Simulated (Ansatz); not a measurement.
The start is a randomly generated symmetric cell of Zr (space group No. 70). Cell shape, volume and atoms are optimised at zero target pressure with PBE (plane waves to 420 eV, PAW, scalar-relativistic; Ansatz, a quantum-chemistry and plane-wave program). The first steps use a coarse 10×10×10 k-mesh.

Starting cell:
```
CELL_PARAMETERS angstrom
      0.00000     2.75756     3.54686
      2.70359     0.00000     3.54686
      2.70359     2.75756     0.00000
ATOMIC_POSITIONS crystal
  Zr 0.75000 0.75000 0.75000
  Zr 0.50000 0.50000 0.50000
```

How much energy is released per atom?

About 1.9 eV/atom.

How does the volume per atom move from start to end?

-13.0 %, from 26.44 to 23.02 Å³/atom.

What band gap does the relaxed structure have at this level?

Zero (metallic).

What does it relax into? Give the structure.


Space group Fddd, origin choice 1 (No. 70); a = 3.172 Å, b = 5.534 Å, c = 10.489 Å, α = β = γ = 90.00°

| atom | site | symmetry | x | y | z |
|---|---|---|---|---|---|
| Zr | 8b | 222 | 0.5000 | 0.5000 | 0.5000 |
(The calculation used a cell of 2 atoms; values per cell refer to that cell.)

The space group stays Fddd (No. 70) (the run could not lower it); the end is AFLOW prototype A_oF8_70_a, with 2 atoms in the primitive cell. Final values are on a 17×17×17 k-mesh of the relaxed cell. The start holds a very short contact (Zr–Zr 2.62 Å). No spin polarisation in the result.

The run could not lose the symmetry of its start: the end is stationary, and may be a saddle point rather than a minimum.

All atoms sit on sites fixed by symmetry, so only the cell could relax.

The relaxed structure here is a generated cell of Zr: the first start was made by a random draw of sites in a space group, and the end was not matched to a known phase here, so it may be hypothetical. Known forms of Zr include space group No. 194.
